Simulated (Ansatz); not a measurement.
One crystal and one scan (scan of one atom of the cell) at two levels, PBE (plane waves to 420 eV, PAW, scalar-relativistic; Ansatz, a quantum-chemistry and plane-wave program) and r2SCAN (plane waves to 500 eV, PAW, scalar-relativistic; Ansatz), each from its own relaxed cell and on its own mesh. The cell shown is that of PBE.

HfN (rock salt)

```yaml
crystal:
  lattice:
    - [0.00000, 2.27401, 2.27401]
    - [2.27401, 0.00000, 2.27401]
    - [2.27401, 2.27401, 0.00000]
  atoms:
    - { symbol: N, position: [0.00000, 0.00000, 0.00000] }
    - { symbol: Hf, position: [0.50000, 0.50000, 0.50000] }
```

Scan: atom 1 (N, nearest neighbour Hf at 2.274 Å; its periodic images, 3.2 Å or more away, move with it) is displaced along Cartesian z, direction (0.000, 0.000, 1.000) in Cartesian axes, by s. The other atoms stay.

E stands for the smeared free energy. HfN is run without spin polarisation. HfN was relaxed with its symmetry unable to fall. Spin-orbit coupling is left out, though Hf is heavy. The PAW data are Ansatz's earlier set. (PBE) Left out: 4 of 11 points, with atoms too close for the PAW data. (r2SCAN) Left out: 4 of 11 points, with atoms too close for the PAW data. With partly filled bands, energies and forces of such displacements shift with the k mesh and the smearing. Both scans cover s from -0.408 to 0.408 Å.

ΔE (meV/cell), each from the undisplaced structure of its own level:

| s (Å) | PBE | r2SCAN |
|---|---|---|
| -0.408 | 1046 | 1099 |
| -0.272 | 425 | 448 |
| -0.136 | 102 | withheld |
| 0.000 | 0 | 0 |
| 0.136 | 102 | withheld |
| 0.272 | 425 | 448 |
| 0.408 | 1046 | 1099 |

Q: Estimate the r2SCAN value at 0.136 from the PBE value there and the ratio of the two levels in the two nearest given rows on that side of the minimum.

A: At 0.272 and 0.408 the ratio r2SCAN/PBE averages 1.052, which gives 1.052 × 102 = 107 meV/cell. The calculation gives 108 meV/cell, +5.9 % against PBE.

(A displaced cell: forces are minus the slopes of the energy, force constants its curvatures, and phonons follow from these.)
